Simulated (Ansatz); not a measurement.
input.yaml (Ansatz)

```yaml
crystal:
  lattice:
    - [5.2811408517, 0.0, 0.0]
    - [-2.6405704258, 4.5736021385, 0.0]
    - [0.0, 0.0, 3.1967232739]
  atoms:
    - { symbol: Sc, position: [1.0, 0.0, 0.0], spin: 0.451 }
    - { symbol: Sc, position: [0.3333333333, 0.6666666667, 0.5], spin: 0.27 }
    - { symbol: Sc, position: [0.6666666667, 0.3333333333, 0.5], spin: 0.27 }
hamiltonian:
  xc: r2scan
  pseudopotentials:
    kind: paw
    azcp:
      Sc: "pseudopotentials/Sc.paw.azcp"
basis:
  ecutwfc: 500
  fft_grid_basis: typed
kpoints:
  mp_grid: { grid: [8, 8, 11], shift: [0, 0, 0] }
magnetization:
  spin_polarized: true
scf:
  occupations: { method: fermi_dirac, width: 0.05 }
  lower_state_search: "off"
output:
  stress: true
```

Output

```
Engine: ansatz 0.2.0, x86_64-unknown-linux-gnu
Pseudopotentials: kind: paw
Pseudopotential: Sc, paw, valence charge 11, recommended cutoff 500 eV (meta_gga) 
Functional definition: r2SCAN
  parameter k0 = 0.174
  parameter k1 = 0.065
  parameter a1 = 4.9479
  exchange = r2scan_x(k0 = k0, k1 = k1, a1 = a1)
  correlation = r2scan_c
Crystal: 3 atoms, lattice volume = 77.213 Å³
Basis set: ecut = 500 eV, 1955 PW (Γ), exchange–correlation on 160×160×96 points (64 copies of the dense FFT grid, shifted against one another)
Bands: 21, of which v1, the nominal top of the filled ones, is band 17 counted from 1 (16 counted from 0)
Symmetry: 24 space group operations
Space group: P6/mmm (ITA 191), of the structure as read, at distance tolerance 4.3e-5 Å
Magnetic group: BNS 191.233 (UNI 1463), of the structure as read, at distance tolerance 4.3e-5 Å
k-points: 60 of 704
Non-local potential: Sc, projectors of the file, l = 0: 3, l = 1: 2, l = 2: 3, l = 3: 1
PAW form: soft (Blöchl's): semilocal exchange-correlation on the pseudo side does not see the compensation charge
PAW frozen core: Sc, regenerated for the run's functional (the file was generated under x = pbe(κ = 0.804, μ = 0.2195149727645171), c = pbe(β = 0.06672455060314922))
PAW one-centre angular grid: Sc, 590 points (default); XC on 160 Gauss nodes
Initial density: superposition of atomic densities (chi_scale 0.1, normalization cell)
Starting moments: Σ|m| = 0.991 μB on 3 of 3 sites
Initial wavefunctions: pseudopotential atomic-orbital guess
Functional: x = r2scan, c = r2scan; τ floored in thin density (d = 2e-4 eV/Å³)
SCF iter   1: F=-6421.158897 eV  HF=-6421.627761 eV  |F-HF|=4.69e-1  |Δ(HF+E_count)|=         —  Δρ=2.67e-2 (↑2.67e-2 ↓9.26e-3)  dr2=1.06e0  dr2_τ=7.68e-3  dr2_m=1.05e-1  M=0.611 μB ∫|m|=0.611 μB  β_m=0.30  ethr=3.10e-3  ⟨swp⟩=4.1  Hψ=9932  notcnv=0
SCF iter   2: F=-6421.377936 eV  HF=-6421.660815 eV  |F-HF|=2.83e-1  |Δ(HF+E_count)|=   3.31e-2  Δρ=1.87e-2 (↑1.87e-2 ↓7.55e-3)  dr2=5.54e-1  dr2_τ=1.73e-3  dr2_m=5.44e-2  M=0.604 μB ∫|m|=0.604 μB  β_m=0.30  ethr=3.10e-3  ⟨swp⟩=2.2  Hψ=4501  notcnv=0  κ⁻¹=1.0e0(r=1)
SCF iter   3: F=-6421.561565 eV  HF=-6421.545921 eV  |F-HF|=1.56e-2  |Δ(HF+E_count)|=   1.15e-1  Δρ=8.33e-3 (↑5.18e-3 ↓8.33e-3)  dr2=2.61e-2  dr2_τ=2.29e-3  dr2_m=2.41e-2  M=0.641 μB ∫|m|=0.641 μB  β_m=0.30  ethr=1.68e-3  ⟨swp⟩=2.6  Hψ=5165  notcnv=0  κ⁻¹=5.1e-3(r=2)
SCF iter   4: F=-6421.555668 eV  HF=-6421.559154 eV  |F-HF|=3.49e-3  |Δ(HF+E_count)|=   1.32e-2  Δρ=4.92e-3 (↑4.92e-3 ↓4.76e-3)  dr2=2.23e-2  dr2_τ=5.17e-4  dr2_m=1.39e-2  M=0.629 μB ∫|m|=0.629 μB  β_m=0.30  ethr=7.92e-5  ⟨swp⟩=2.9  Hψ=5651  notcnv=0  κ⁻¹=4.8e-3(r=3)
SCF iter   5: F=-6421.568467 eV  HF=-6421.563515 eV  |F-HF|=4.95e-3  |Δ(HF+E_count)|=   4.36e-3  Δρ=3.69e-3 (↑3.69e-3 ↓3.11e-3)  dr2=3.47e-3  dr2_τ=1.90e-4  dr2_m=7.60e-3  M=0.635 μB ∫|m|=0.635 μB  β_m=0.30  ethr=6.77e-5  ⟨swp⟩=2.0  Hψ=3842  notcnv=0  κ⁻¹=2.8e-4(r=4)
...
SCF iter  19: F=-6421.594272 eV  HF=-6421.595148 eV  |F-HF|=8.76e-4  |Δ(HF+E_count)|=   6.20e-4  Δρ=9.34e-4 (↑9.34e-4 ↓7.55e-4)  dr2=2.98e-3  dr2_τ=2.85e-5  dr2_m=1.23e-4  M=1.661 μB ∫|m|=1.661 μB  β_m=1.20  ethr=1.28e-7  ⟨swp⟩=3.0  Hψ=5225  notcnv=0  κ⁻¹=1.0e0(r=1)
SCF iter  20: F=-6421.595923 eV  HF=-6421.595504 eV  |F-HF|=4.18e-4  |Δ(HF+E_count)|=   3.56e-4  Δρ=6.57e-4 (↑5.02e-4 ↓6.57e-4)  dr2=1.31e-3  dr2_τ=1.06e-5  dr2_m=8.81e-5  M=1.693 μB ∫|m|=1.693 μB  β_m=1.20  ethr=1.28e-7  ⟨swp⟩=2.9  Hψ=4966  notcnv=0  κ⁻¹=3.5e-2(r=2)
SCF iter  21: F=-6421.597474 eV  HF=-6421.597013 eV  |F-HF|=4.61e-4  |Δ(HF+E_count)|=   1.51e-3  Δρ=2.62e-4 (↑2.34e-4 ↓2.62e-4)  dr2=8.43e-5  dr2_τ=1.77e-6  dr2_m=1.59e-5  M=1.790 μB ∫|m|=1.790 μB  β_m=1.20  ethr=1.28e-7  ⟨swp⟩=3.0  Hψ=5086  notcnv=0  κ⁻¹=1.0e-3(r=3)
SCF iter  22: F=-6421.597733 eV  HF=-6421.597539 eV  |F-HF|=1.95e-4  |Δ(HF+E_count)|=   5.26e-4  Δρ=1.35e-4 (↑1.35e-4 ↓1.30e-4)  dr2=1.90e-5  dr2_τ=3.90e-7  dr2_m=2.85e-6  M=1.829 μB ∫|m|=1.829 μB  β_m=1.20  ethr=1.28e-7  ⟨swp⟩=2.0  Hψ=4579  notcnv=0  κ⁻¹=5.8e-4(r=4)
SCF iter  23: F=-6421.597811 eV  HF=-6421.597799 eV  |F-HF|=1.27e-5  |Δ(HF+E_count)|=   2.60e-4  Δρ=4.28e-5 (↑3.60e-5 ↓4.28e-5)  dr2=2.45e-6  dr2_τ=2.65e-8  dr2_m=2.25e-7  M=1.866 μB ∫|m|=1.866 μB  β_m=1.20  ethr=5.76e-8  ⟨swp⟩=2.1  Hψ=4656  notcnv=0  κ⁻¹=5.1e-5(r=5)
SCF iter  24: F=-6421.597814 eV  HF=-6421.597813 eV  |F-HF|=9.97e-7  |Δ(HF+E_count)|=   1.43e-5  Δρ=1.51e-5 (↑1.51e-5 ↓1.48e-5)  dr2=3.62e-7  dr2_τ=5.20e-9  dr2_m=4.07e-8  M=1.866 μB ∫|m|=1.866 μB  β_m=1.20  ethr=7.44e-9  ⟨swp⟩=2.0  Hψ=4620  notcnv=0  κ⁻¹=1.7e-5(r=6)
SCF iter  25: F=-6421.597814 eV  HF=-6421.597814 eV  |F-HF|=2.21e-7  |Δ(HF+E_count)|=   1.09e-6  Δρ=7.80e-6 (↑7.80e-6 ↓6.89e-6)  dr2=1.16e-7  dr2_τ=1.46e-9  dr2_m=9.57e-9  M=1.867 μB ∫|m|=1.867 μB  β_m=1.20  ethr=1.10e-9  ⟨swp⟩=2.5  Hψ=4561  notcnv=0  κ⁻¹=3.1e-6(r=7)
iter 26 did not close the SCF: its close was put off for a magnetic moment that had not settled (scf_convergence_deferred on its scf_iter line)
SCF iter  26: F=-6421.597814 eV  HF=-6421.597814 eV  |F-HF|=4.59e-8  |Δ(HF+E_count)|=   2.88e-7  Δρ=2.70e-6 (↑2.32e-6 ↓2.70e-6)  dr2=8.29e-9  dr2_τ=1.20e-10  dr2_m=7.88e-10  M=1.868 μB ∫|m|=1.868 μB  β_m=1.20  ethr=3.03e-10  ⟨swp⟩=3.9  Hψ=7366  notcnv=0  κ⁻¹=3.5e-7(r=8)
SCF iter  27: F=-6421.597814 eV  HF=-6421.597814 eV  |F-HF|=9.79e-9  |Δ(HF+E_count)|=   4.18e-8  Δρ=1.22e-6 (↑1.01e-6 ↓1.22e-6)  dr2=1.61e-9  dr2_τ=3.05e-11  dr2_m=3.17e-10  M=1.868 μB ∫|m|=1.868 μB  ethr=2.51e-11  ⟨swp⟩=1.0  Hψ=7449  notcnv=0
SCF 1 converged in 27 iterations: F = -6421.597814 eV  dr2 = 1.61e-9
this state was not tested for a lower state beside it, because the mixer in use, unlike msr1, does not test its closes by its own steps (another_mixer; see scf.mixing.algorithm and scf.lower_state_search)
SCF converged after 27 iterations
Magnetization: 1.8684 μB (17.4342 up, 15.5658 down)
Absolute magnetization: 1.8684 μB (∫|ρ↑−ρ↓|, with the PAW one-centre terms)
Spin contamination: 0.0169 ħ² per cell (⟨S²⟩ above its minimum at these occupations)
Per-site moments (μB) at R_I (Å): [(0.48003674489277715, 1.31864835048375), (0.2921209164883012, 1.257740588092448), (0.29212091648830113, 1.257740588092448)]
Free energy (F): -6421.597814 eV
Harris-Foulkes:  -6421.597814 eV  (|F-HF|=9.79e-9)
Internal energy: -6421.564749 eV  (E = F + TS)
E sigma→0 (E₀):  -6421.581282 eV
Entropy (-TS):   -0.033066 eV (-11.022 meV/atom)
Fermi energy:    8.860426 eV
--- Per-component energies (eV) ---
  E_band       = -559.858146
  E_kinetic    = 778.304662
  E_local      = -2577.208779  (includes V_loc(G=0)·N_el)
  E_nonlocal   = 245.310686
  E_hartree    = 876.234799
  E_xc         = -299.206958
  E_vxc        = -422.830077  (∫ρ·V_xc dr)
  E_paw        = -2891.654794  (= ΣΔE_a)
  E_vpaw       = -363.823168  (= ΣTr[D̂ρ^β])
  E_aug_tail   = 0.000015  (compensation charges beyond the density's cutoff)
  E_vtau       = 27.918487  (kinetic-family band-sum trace: ∫τ·v_τ [+ j·A + Jᵃ·Aᵃ] dr)
  E_ewald      = -2552.628903
  E_core_change = -0.715476  (= ΣΔE_core)
  E_smearing   = -0.033066  (= −TS)
  E_closure    = 0.000000  (closes the sum)
  Σ components = -6421.597814   (vs F -6421.597814, Δ=0.00e0)
--- Stress (GPa, compression-positive) ---
       -1.905463      -0.000000      -0.000000
       -0.000000      -1.905463      -0.000000
       -0.000000      -0.000000      -2.222610
  P = ⅓ Tr σ = -2.0112 GPa (-20.112 kbar)
```

Command:

```sh
ansatz run input.yaml --threads 2 --pin off --max-ram 6144MiB --backend cpu --events-out ev --progress --plain --runs-dir out
```

On 2 threads of Intel(R) Xeon(R) Platinum 8488C (Sapphire Rapids) (shared host) this took about 33 s of wall time and 64 s of CPU time, with 0.71 GiB at the peak.
